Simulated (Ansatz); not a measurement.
Given:

HfSi₂ (fluorite, Fm-3m), a = b = c = 6.2562 Å, α = β = γ = 90.00°; the cell used has 3 atoms.

This is the PBE-relaxed structure.

Task: All from PBE (plane waves, PAW; program Ansatz), unless another level is named. Give the electronic character.

Result: metallic (no gap).

Task: And the density of states at the Fermi level?

Result: 0.51 states/eV per atom (mean over ±0.08 eV).

Task: Next, the formation energy from the elements (no fitted shifts)?

Result: 0.24 eV/atom.

A made-up cell: these elements were put on the sites of a structure type; neither database checked (COD, Materials Project) lists it. COD files the formula under space group No. 63, so this cell is another polymorph or a model. Its standing as an ambient phase is unchecked. The cell was relaxed with PBE under the symmetry of its start; whether a distortion lowers the energy is not shown. No spin polarisation was allowed. The references are the lowest solids computed at this level, not always the standard phases. Scalar-relativistic: spin–orbit coupling is off unless named, which matters more the heavier the elements.

Potentials: the later of the program's two PAW sets.
